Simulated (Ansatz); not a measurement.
GePd5:
```yaml
crystal:
  lattice:
    - [2.76837, 3.86146, 0.00000]
    - [-2.76837, 3.86146, 0.00000]
    - [-1.18983, 0.00000, 8.38645]
  atoms:
    - { symbol: Ge, position: [0.22697, 0.77303, 0.70733] }
    - { symbol: Ge, position: [0.77303, 0.22697, 0.29267] }
    - { symbol: Pd, position: [0.18756, 0.18756, 0.50000] }
    - { symbol: Pd, position: [0.81244, 0.81244, 0.50000] }
    - { symbol: Pd, position: [0.72386, 0.79333, 0.82629] }
    - { symbol: Pd, position: [0.27614, 0.20667, 0.17371] }
    - { symbol: Pd, position: [0.79333, 0.72386, 0.17371] }
    - { symbol: Pd, position: [0.20667, 0.27614, 0.82629] }
    - { symbol: Pd, position: [0.65534, 0.34466, 0.64728] }
    - { symbol: Pd, position: [0.34466, 0.65534, 0.35272] }
    - { symbol: Pd, position: [0.74463, 0.25537, 0.99402] }
    - { symbol: Pd, position: [0.25537, 0.74463, 0.00598] }
```

Relaxed with r²SCAN.

Question: Map the electron localisation function on the plane through (0.227, 0.773, 0.707) spanned by u = [0, 0, 1] and v = [1, -1, 0] in lattice vectors, from plane-wave PAW r²SCAN (Ansatz code).

Answer: x is the fraction of u, y of v (the angle between them is 98°; rows are the nearest grid lines); atoms in the plane: Ge at (0.00, 0.00), Ge at (0.59, 0.55), Pd at (0.94, 0.43), Pd at (0.65, 0.12), Pd at (0.29, 0.52), Pd at (0.30, 0.03).
```
|4014666579854699632335899986433346664104|
|0014665579987998532234577654333357764100|
|1135665468999996432233344332233457765211|
|5556654334555443322222222233333346776655|
|5556543333333333322233333344333345677665|
|5554333333333333333344555554433334566665|
|4433322333333333333455566666543333445544|
|2222222334566654345655555677654333332222|
|3322222346889986446654223567754333222233|
|4333223368999997556641001367764332234454|
|7533323479977898556620000256754333457887|
|9743323589744798656620010356653334689999|
|9964323589867997556642113566532358986579|
|9964323489999986446654456666432359974469|
|9853322368998864345666666765433358975589|
|9743322345666543334566777654333358998899|
|7533322233444333333466665554333346899987|
|5554432233333333222334568898643333456555|
|7766543333344443322234789999853333445667|
|7666654334567775322246998789964333456777|
|6666665446899997532348986469974333566666|
|1125665469975799732358986689963234665311|
|0014666579853589732347999999743335664200|
|4014666579854699632335899986433346664104|
```
Scale: ten equal steps from -0.025 (start of '0') to 0.571 (end of '9'), in the order '0123456789'; x runs from 0.000 to 1.00, y from 0.000 (bottom) to 1.00 (top).

The density is the valence pseudo-density with augmentation charge, so density and ELF within about 1 Å of a nucleus are not all-electron values.

Space group C2/m. The workflow started from a Materials Project entry (that database holds measured and hypothetical structures alike); the Crystallography Open Database copy checked does not list it. Whether it is the stable phase at ambient conditions was not checked. The r²SCAN relaxation kept the symmetry of its start; whether a distortion lowers the energy is not shown. The run is not spin-polarised.

Potentials: the later of the program's two PAW sets.
